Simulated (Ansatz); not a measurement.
Input, command and steps of an Ansatz relaxation.

```yaml
crystal:
  lattice:
    - [4.2658990331, 0.0, 0.0]
    - [-2.1329495166, 3.6943769327, 0.0]
    - [0.0, 0.0, 3.6228097155]
  atoms:
    - { symbol: Li, position: [0.0, 0.0, 0.0] }
    - { symbol: C, position: [0.0, 0.3336158493, 0.5] }
    - { symbol: C, position: [0.6663841507, 0.6663841507, 0.5] }
    - { symbol: C, position: [0.3336158493, 0.0, 0.5] }
    - { symbol: C, position: [0.0, 0.6663841507, 0.5] }
    - { symbol: C, position: [0.3336158493, 0.3336158493, 0.5] }
    - { symbol: C, position: [0.6663841507, 0.0, 0.5] }
basis:
  ecutwfc: 420
kpoints:
  mp_grid: { grid: [12, 12, 10] }
hamiltonian:
  xc: pbesol
scf:
  occupations: { method: gaussian, width: 0.1 }
output:
  forces: true
  stress: true
  eigenvalues: true
  write_density: true
  write_potential: true
  elf: true
  volumetric_format: npy
relax:
  adjacent_minimum: "off"
  f_tol: 0.01
  max_steps: 30
  cell: { stress_tol: 0.1, fix: [volume] }
```

```bash
ansatz run input.yaml --threads 2 --pin off --max-ram 5120MiB --backend cpu --events-out ev --progress --plain --runs-dir out
```

All numbers below come from DFT PBEsol, scalar-relativistic, plane waves, PAW (Ansatz).

The volume is held at 0.97 times that of the relaxed cell.

Of 6 frames 5 are shown, positions in Å and forces in eV/Å; the SCF threshold varies from step to step. Steps run on the plane waves of an earlier cell, with a Pulay correction in the pressure. The basis is chosen afresh for the last frame, the zero of the energies, and at times for earlier ones too; energy and pressure can step there, also at an unchanged geometry. Where two frames share a geometry here, they differ by under 2 meV/atom and 0.3 GPa.

```xyz
7
Lattice="4.2659 0.0000 0.0000 -2.1330 3.6944 0.0000 0.0000 0.0000 3.6228" Properties=species:S:1:pos:R:3:forces:R:3 pbc="T T T" step=1 free_energy_over_end_meV_per_atom=4.71 pressure_GPa=8.13
Li    0.0000    0.0000    0.0000    0.0000    0.0000    0.0000
C    -0.7116    1.2325    1.8114   -0.0012    0.0021    0.0000
C     1.4214    2.4619    1.8114   -0.0012   -0.0021    0.0000
C     1.4232    0.0000    1.8114    0.0025    0.0000    0.0000
C    -1.4214    2.4619    1.8114    0.0012   -0.0021    0.0000
C     0.7116    1.2325    1.8114    0.0012    0.0021    0.0000
C     2.8427    0.0000    1.8114   -0.0025    0.0000    0.0000
7
Lattice="4.2897 0.0000 0.0000 -2.1449 3.7150 0.0000 0.0000 0.0000 3.5826" Properties=species:S:1:pos:R:3:forces:R:3 pbc="T T T" step=2 free_energy_over_end_meV_per_atom=0.51 pressure_GPa=4.07
Li    0.0000    0.0000    0.0000    0.0000    0.0000    0.0000
C    -0.7156    1.2395    1.7913   -0.0005    0.0008    0.0000
C     1.4292    2.4755    1.7913   -0.0005   -0.0008    0.0000
C     1.4313    0.0000    1.7913    0.0009    0.0000    0.0000
C    -1.4292    2.4755    1.7913    0.0005   -0.0008    0.0000
C     0.7156    1.2395    1.7913    0.0005    0.0008    0.0000
C     2.8585    0.0000    1.7913   -0.0009    0.0000    0.0000
7
Lattice="4.3016 0.0000 0.0000 -2.1508 3.7253 0.0000 0.0000 0.0000 3.5629" Properties=species:S:1:pos:R:3:forces:R:3 pbc="T T T" step=3 free_energy_over_end_meV_per_atom=-0.04 pressure_GPa=2.09
Li    0.0000    0.0000    0.0000    0.0000    0.0000    0.0000
C    -0.7177    1.2430    1.7814   -0.0003    0.0005    0.0000
C     1.4332    2.4823    1.7814   -0.0003   -0.0005    0.0000
C     1.4353    0.0000    1.7814    0.0006    0.0000    0.0000
C    -1.4332    2.4823    1.7814    0.0003   -0.0005    0.0000
C     0.7177    1.2430    1.7814    0.0003    0.0005    0.0000
C     2.8663    0.0000    1.7814   -0.0006    0.0000    0.0000
7
Lattice="4.3016 0.0000 0.0000 -2.1508 3.7253 0.0000 0.0000 0.0000 3.5629" Properties=species:S:1:pos:R:3:forces:R:3 pbc="T T T" step=4 free_energy_over_end_meV_per_atom=0.00 pressure_GPa=2.09
Li    0.0000    0.0000    0.0000    0.0000    0.0000    0.0000
C    -0.7177    1.2430    1.7814   -0.0001    0.0002    0.0000
C     1.4332    2.4823    1.7814   -0.0001   -0.0002    0.0000
C     1.4353    0.0000    1.7814    0.0002    0.0000    0.0000
C    -1.4332    2.4823    1.7814    0.0001   -0.0002    0.0000
C     0.7177    1.2430    1.7814    0.0001    0.0002    0.0000
C     2.8663    0.0000    1.7814   -0.0002    0.0000    0.0000
7
Lattice="4.3022 0.0000 0.0000 -2.1511 3.7258 0.0000 0.0000 0.0000 3.5619" Properties=species:S:1:pos:R:3:forces:R:3 pbc="T T T" step=6 free_energy_over_end_meV_per_atom=0.00 pressure_GPa=1.99
Li    0.0000    0.0000    0.0000    0.0000    0.0000    0.0000
C    -0.7178    1.2432    1.7809    0.0000    0.0000    0.0000
C     1.4334    2.4826    1.7809    0.0000    0.0000    0.0000
C     1.4355    0.0000    1.7809    0.0000    0.0000    0.0000
C    -1.4334    2.4826    1.7809    0.0000    0.0000    0.0000
C     0.7178    1.2432    1.7809    0.0000    0.0000    0.0000
C     2.8667    0.0000    1.7809    0.0000    0.0000    0.0000
```

The run took 21 s on 2 threads of Arm Neoverse V2, with other jobs on the host, peak memory 0.41 GiB.